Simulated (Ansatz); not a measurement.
**Cs₂AgBiBr₆: reading a single point**

```
Bi Ag Cs Br
1.0
     0.00000    5.67509    5.67509
     5.67509    0.00000    5.67509
     5.67509    5.67509    0.00000
Bi Ag Cs Br
1 1 2 6
Cartesian
  0.0000 0.0000 0.0000
  5.6751 5.6751 5.6751
  2.8375 2.8375 2.8375
  8.5126 8.5126 8.5126
  5.6751 2.8438 5.6751
  8.5064 5.6751 5.6751
  5.6751 8.5064 5.6751
  2.8438 5.6751 5.6751
  5.6751 5.6751 2.8438
  5.6751 5.6751 8.5064
```

Method: PBE, no spin polarisation; PAW, plane waves to 420 eV, 4×4×4 Γ-centred mesh, methfessel-paxton occupations (width 0.2495 eV) (Ansatz 0.2.0), atoms fixed.

**Electronic structure.** The gap is 1.30 eV, indirect (the least direct gap found is 2.32 eV).
**Formation energy.** -1.14 eV an atom against the elements' usual phases (free molecules for gases, crystals otherwise, with no correction for O₂ or N₂), so it is bound against them; other compounds may still compete. Relaxing would lower it.
**Stress.** The pressure is 0.9 GPa (compression positive), so with the atoms held at these fractions the cell would first expand.
**Band edges.** Within 0.7 eV of the edges, the states project mainly on Br p (65 %) and Ag d (23 %) below the gap and on Bi p (47 %), Ag s (22 %) and Br p (17 %) above it.

Origin: a database entry at a rescaled volume. Caveats: no spin-orbit coupling, which can shift this gap by tenths of an eV; wide smearing.
